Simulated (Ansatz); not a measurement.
SiC (zinc blende, F-43m), plane-wave PAW PBEsol (Ansatz code). The conduction-band minimum lies at X, with 3 equivalent valleys. Second derivatives d²E/dk² of the lowest band at one valley (eV·Å²), along Cartesian directions:

| direction | d²E/dk² |
|---|---|
| [100] | 11.35 |
| [010] | 34.17 |
| [001] | 34.17 |
| [110] | 22.77 |
| [101] | 22.77 |
| [011] | 34.14 |

Task: Find the principal effective masses, the density-of-states mass and the conductivity mass.

Result: Off-diagonal terms follow from H_xy = H[110] − (H_xx + H_yy)/2, and m*/mₑ = 7.620 eV·Å² over each eigenvalue: 0.22, 0.22, 0.67. One valley's DOS mass (m₁m₂m₃)^(1/3) = 0.32, conductivity mass 3/(Σ 1/mᵢ) = 0.29 mₑ.

Task: What effective density of states Nc follows at 300 K for parabolic valleys?

Result: Nc = 2.509e19 × 3 × (0.32)^(3/2) ≈ 1.4e19 cm⁻³.

The cell was relaxed with PBEsol under the symmetry of its start.

Potentials: the earlier of the program's two PAW sets. The files were generated under PBE; for other functionals the program regenerates the frozen cores, and for LDA and PBEsol the local potential too.

Edges and masses are those of Kohn–Sham bands, whose gap is no quasiparticle gap.
